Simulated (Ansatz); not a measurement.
Data:

Relaxed GaN (zinc blende):

```xyz
4
Lattice="0.0000 4.4979 4.4979 2.2490 0.0000 2.2490 2.2490 2.2490 0.0000" Properties=species:S:1:pos:R:3 pbc="T T T"
N      3.3734     3.3734     3.3734
N      3.3734     5.6224     5.6224
Ga     0.0000     0.0000     0.0000
Ga     2.2490     4.4979     2.2490
```

A phonon eigenvector at L = (0.5, 0.0, 0.0) is frozen into this cell: atom i moves by Q times the vector below, so Q is the largest atomic displacement, in Å. The cell is held. It is one choice among 2 degenerate patterns. (q is in reciprocal vectors of the primitive cell; the cell shown is doubled to hold the pattern.)

| atom | x | y | z |
|---|---|---|---|
| N1 | 0.285 | -0.520 | 0.805 |
| N2 | -0.285 | 0.520 | -0.805 |
| Ga3 | 0.046 | -0.084 | 0.130 |
| Ga4 | -0.046 | 0.084 | -0.130 |

Method: r2SCAN (plane waves to 500 eV, PAW, scalar-relativistic; Ansatz, a program for electronic structure). k mesh 13×13×13 (Γ-centred), Fermi-Dirac smearing 0.05 eV. E stands for the smeared free energy. GaN was relaxed with its symmetry unable to fall. The zero of ΔE is the undisplaced structure.

The scan covers Q from -0.280 to 0.280 Å in 13 points.

Q: Which space group does the distorted structure have?

A: P1 (No. 1), lowered from F-43m.

Q: Is this a single well or a double well?

A: A single well with its minimum at or next to zero displacement.

Q: What is the energy change at Q = 0.280 Å?

A: 1605 meV/cell.

Q: What harmonic wavenumber does the curvature at Q = 0 give?

A: 570 cm⁻¹.

(A displaced cell: forces are minus the slopes of the energy, force constants its curvatures, and phonons follow from these.)
